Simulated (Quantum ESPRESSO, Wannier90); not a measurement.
BaTiO$_{3}$ (Amm2): Wannier90 run

```xyz
5
Lattice="3.9833 0.0000 0.0000 0.0000 2.8626 2.8753 0.0000 -2.8626 2.8753" Properties=species:S:1:pos:R:3 pbc="T T T"
Ba     0.0000     0.0000     0.0196
Ti     1.9917     0.0000    -2.7690
O      1.9917    -1.4683     1.3508
O      1.9917     1.4683     1.3508
O      0.0000     0.0000     2.8075
```

Structure: Materials Project mp-5777, symmetrised, not relaxed again. COD (Crystallography Open Database) has the formula in 5 space groups, this one among them (matched by group alone). Level: LDA, no spin polarisation, no spin-orbit coupling; pw.x of Quantum ESPRESSO at 68 Ry with PseudoDojo potentials, 6×6×6 k-points, Wannier90. Density: 8×8×8 mesh, cold smearing 0.01 Ry. Spin-orbit coupling is left out although heavy elements are present.

Functional, cutoff and mesh named above are those of the base row (1); the first column says what each row takes instead. Model: 14 functions from bands 12-38, start hydrogen-like Ti: d; O: p, disentangled but not localised (num_iter = 0), frozen window tied to the conduction edge or Fermi level of each row, as listed, which moves Ω_I and hoppings a little by itself. Energies are relative to the valence-band maximum; the misfit is to pw.x on a path, for states up to 3.1 eV relative to the valence-band maximum. The lattice is scaled uniformly, fractional positions fixed. The disentangled Ω_I can sit in another minimum from row to row.

```csv
scale,frozen to (eV),Ω_I (Å²),rms misfit (meV),gap (eV),bottom of band 12 (eV),on-site O3 pz minus Ti2 dz2 (eV),"hopping modulus O5 px – Ti2 dx2-y2, R = 0 1 1 (eV)","hopping modulus O4 py – O3 py, R = 0 1 -1 (eV)","hopping modulus Ti2 dx2-y2 – Ti2 dx2-y2, R = 1 0 0 (eV)"
0.97,3.85,14.80,0.6,2.34,-4.55,-4.40,2.131,0.553,0.117
0.99,3.70,14.44,0.4,2.20,-4.44,-4.15,1.979,0.543,0.101
1,3.63,14.25,0.4,2.13,-4.38,-4.03,1.909,0.538,0.093
1.01,3.56,14.13,0.4,2.06,-4.32,-3.91,1.840,0.532,0.085
1.03,3.43,13.89,0.3,1.93,-4.20,-3.67,1.711,0.518,0.072
```
